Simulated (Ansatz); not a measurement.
The relaxed structure here is a generated cell of CeO2: the first start was made by placing the elements on the sites of a structure type, and the end was not matched to a known phase here, so it may be hypothetical. Known forms of CeO2 include space group No. 225.

A relaxed cell of CeO$_{2}$ (P-31m (No. 162)), relaxed on a k-mesh at least as fine as the one used below. Computed with PBE (plane waves to 420 eV, PAW, scalar-relativistic; Ansatz, a program for electronic structure). Γ-centred k-mesh 5×5×5 on the run's cell (coarser than for final values), Fermi–Dirac smearing 0.05 eV.

```
CELL_PARAMETERS angstrom
      5.94960     0.00000     0.00000
     -2.97480     5.15251     0.00000
      0.00000     0.00000     4.62366
ATOMIC_POSITIONS crystal
  O  0.33181 0.33181 0.26290
  O  0.66819 0.00000 0.26290
  O  0.00000 0.66819 0.26290
  O  0.00000 0.33181 0.73710
  O  0.66819 0.66819 0.73710
  O  0.33181 0.00000 0.73710
  Ce 0.00000 0.00000 0.00000
  Ce 0.66667 0.33333 0.50000
  Ce 0.33333 0.66667 0.50000
```

The atoms are displaced by (Å):

```tsv
atom	ux	uy	uz
O1	-0.016	0.034	-0.023
O2	-0.034	-0.051	0.104
O3	-0.048	-0.136	0.035
O4	0.020	0.074	0.053
O5	-0.096	-0.026	-0.178
O6	-0.097	0.043	-0.019
Ce7	-0.085	0.108	-0.072
Ce8	-0.050	0.025	0.002
Ce9	0.040	0.009	0.046
```

Question: What forces (eV/Å) and pressure result?

Answer: 
```json
[
 {"atom": "O1", "Fx": "-0.24", "Fy": "-0.40", "Fz": "-0.37"},
 {"atom": "O2", "Fx": "0.61", "Fy": "0.71", "Fz": "-1.05"},
 {"atom": "O3", "Fx": "0.07", "Fy": "0.62", "Fz": "-0.44"},
 {"atom": "O4", "Fx": "-0.19", "Fy": "-0.79", "Fz": "0.35"},
 {"atom": "O5", "Fx": "1.16", "Fy": "0.65", "Fz": "1.78"},
 {"atom": "O6", "Fx": "-0.32", "Fy": "0.00", "Fz": "0.43"},
 {"atom": "Ce7", "Fx": "0.73", "Fy": "-0.25", "Fz": "0.61"},
 {"atom": "Ce8", "Fx": "0.65", "Fy": "-0.56", "Fz": "-0.43"},
 {"atom": "Ce9", "Fx": "-2.47", "Fy": "0.01", "Fz": "-0.89"}
]
```

Pressure +3.8 GPa.

Question: Estimate the energy cost of the displacement in the harmonic approximation and compare with the calculation.

Answer: For a harmonic well ΔE = −½ Σ F·u = 0.528 eV a cell, or 59 meV/atom. The calculated energy relative to the undisplaced cell is +56 meV/atom, so the harmonic estimate holds well.

No spin polarisation in the result: the starting moments vanished. The d or f electrons are treated with no Hubbard U. The 4f state was not searched, so a lower electronic state may exist.

The run that gave the undisplaced cell could not lose the symmetry of its start: the end is stationary, and may be a saddle point rather than a minimum.
